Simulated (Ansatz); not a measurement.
**InP (zinc blende), scan of one atom of the cell**

InP (zinc blende)

```
CELL_PARAMETERS angstrom
      0.00000     2.97977     2.97977
      2.97977     0.00000     2.97977
      2.97977     2.97977     0.00000
ATOMIC_POSITIONS crystal
  P  0.75000 0.75000 0.75000
  In 0.00000 0.00000 0.00000
```

Scan: atom 1 (P, nearest neighbour In at 2.581 Å; its periodic images, 4.2 Å or more away, move with it) is displaced along Cartesian z, direction (0.000, 0.000, 1.000) in Cartesian axes, by s. The other atoms stay.

All values below come from PBE (plane waves to 420 eV, PAW, scalar-relativistic; Ansatz, a first-principles code). k mesh 8×8×8 (Γ-centred), Fermi-Dirac smearing 0.05 eV. The energy includes the smearing's −TS. Compression counts positive. As the smearing reaches across the gap at some points, energies and forces of such displacements shift with the k mesh and the smearing. F∥ is the force on the atom along that direction. InP was relaxed with its symmetry unable to fall. The zero of ΔE is the undisplaced structure.

```
s (Å)   ΔE (eV/cell)  P (GPa)  F∥ (eV/Å)
------  ------------  -------  ---------
-0.770         1.728     10.4      3.552
-0.616         1.193      7.3      3.345
-0.462         0.713      4.3      2.842
-0.308         0.331      2.0      2.075
-0.154         0.085      0.5      1.095
0.000          0.000      0.0      0.000
0.154          0.085      0.5     -1.095
0.308          0.331      2.0     -2.075
0.462          0.713      4.3     -2.842
0.616          1.193      7.3     -3.345
0.770          1.728     10.4     -3.552
```

What the scan shows:

```
Property                                                                                                                                               Value
--------------------------------------------------------  --------------------------------------------------------------------------------------------------
Energy at s = 0.770 Å                                                                                                                          1728 meV/cell
Force along the line at s = -0.770 Å                                                                                                               3.55 eV/Å
Symmetry of the curve                                                                                                          even: the same for both signs
Shape of the curve                                                                            a single well with its minimum at or next to zero displacement
Force constant k = d²E/ds² at s = 0 (finite differences)                                                                                          7.24 eV/Å²
Harmonic estimate at the end of the scan                  ½ks² = 2145 meV/cell against the computed 1728 meV/cell, so the well is softer than harmonic there
Zone-centre optical wavenumber from k                                                                                                               284 cm⁻¹
```

(A displaced cell: forces are minus the slopes of the energy, force constants its curvatures, and phonons follow from these.)
